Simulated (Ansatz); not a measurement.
# ⁸¹Br nuclear quadrupole resonance in CsPbBr3

Cell: an entry of the Crystallography Open Database (COD), whose atoms a relaxation with PBE at fixed cell left in place.

```yaml
crystal:
  lattice:
    - [5.87000, 0.00000, 0.00000]
    - [0.00000, 5.87000, 0.00000]
    - [0.00000, 0.00000, 5.87000]
  atoms:
    - { symbol: Cs, position: [0.00000, 0.00000, 0.00000] }
    - { symbol: Pb, position: [0.50000, 0.50000, 0.50000] }
    - { symbol: Br, position: [0.00000, 0.50000, 0.50000] }
    - { symbol: Br, position: [0.50000, 0.00000, 0.50000] }
    - { symbol: Br, position: [0.50000, 0.50000, 0.00000] }
```

Atom numbers follow the list; atoms alike are taken as one site, whose name carries the number of the first.

The numbers come from a DFT calculation in Ansatz (PBE, plane waves and PAW, scalar-relativistic, 420 eV cutoff, Γ-centred 5×5×5 k-points, Fermi–Dirac smearing 0.02 eV).

⁸¹Br: I = 3/2, Q = 257.9 mb (year-2017 value). Static lattice, zero field.

Question: At which frequencies do the ⁸¹Br NQR lines lie?

Answer: For I = 3/2 there is one line, ν = (|C_Q|/2)(1 + η²/3)^½.

```tsv
site	atoms	V_zz (10²¹ V/m²)	C_Q (MHz)	η	line frequencies (MHz)
Br	3, 4, 5	20.9	131	0.00	65.3
```

Question: And for 79Br (I = 3/2, Q = 308.7 mb) on Br?

Answer: C_Q scales with Q to 156 MHz, with lines at 78.1 MHz.

An axis of threefold or higher order runs through Br, so V_zz lies along it and η is zero.

This high-symmetry form of CsPbBr3 is unstable when cold, to tilts of the octahedra. The symmetry of the cell holds that distortion back, wholly or in part, and it would change the field gradients, the more the larger the distortion. Without spin–orbit coupling the gradients at and beside Pb can be off by some per cent, at some sites by more.

The relaxation (1 step) took 7.9 s of wall time (7.9 s of CPU time) and 0.52 GiB at its peak, on 1 thread of Arm Neoverse V2 (aarch64; 8 cores open to the job, memory cap 3.0 GiB, no GPU), a shared host with a load of 0.3 a core.
